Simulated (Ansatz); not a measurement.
**GdSi3 (AuCu3-type structure)**

Method: PBE+U (U_eff = 6 eV on Gd 4f), scalar-relativistic; collinear spin; PAW, 420 eV, 4×4×4 k-mesh, Gaussian smearing of 0.05 eV; code Ansatz; PAW files: Ansatz's generated set soft_2.

```
Gd Si
1.0
     4.16475    0.00000    0.00000
     0.00000    4.16475    0.00000
     0.00000    0.00000    4.16475
Gd Si
1 3
Cartesian
  0.0000 0.0000 0.0000
  0.0000 2.0824 2.0824
  2.0824 2.0824 0.0000
  2.0824 0.0000 2.0824
```

The start was a prototype's sites filled with these elements, not a measured cell.

Starting moments: Gd 7.7 μB on each such atom, all parallel.

The open shells were started in several ways at this geometry:
- carried from the relaxation
- from atoms, symmetry kept, no search for lower states
- from atoms, default search
- from atoms, wider search

Task: Do they end in different states?

Result: No. All 4 end within 0.5 meV/atom, with a gap of zero (metallic), spin moments Gd 7.04 μB and occupations Gd1 up: 1.00 1.00 1.00 1.00 1.00 1.00 1.00; Gd1 down: 0.00 0.00 0.00 0.01 0.01 0.01 0.01.

Spin–orbit coupling, which matters for such heavy elements, is left out. Site moments are of spin, integrated over atomic spheres. A U of this size is made for insulators; in a metal, as here, it tends to take f weight out of the bonding and to swell the cell. The k-mesh is coarse, so small energy differences aren't converged.
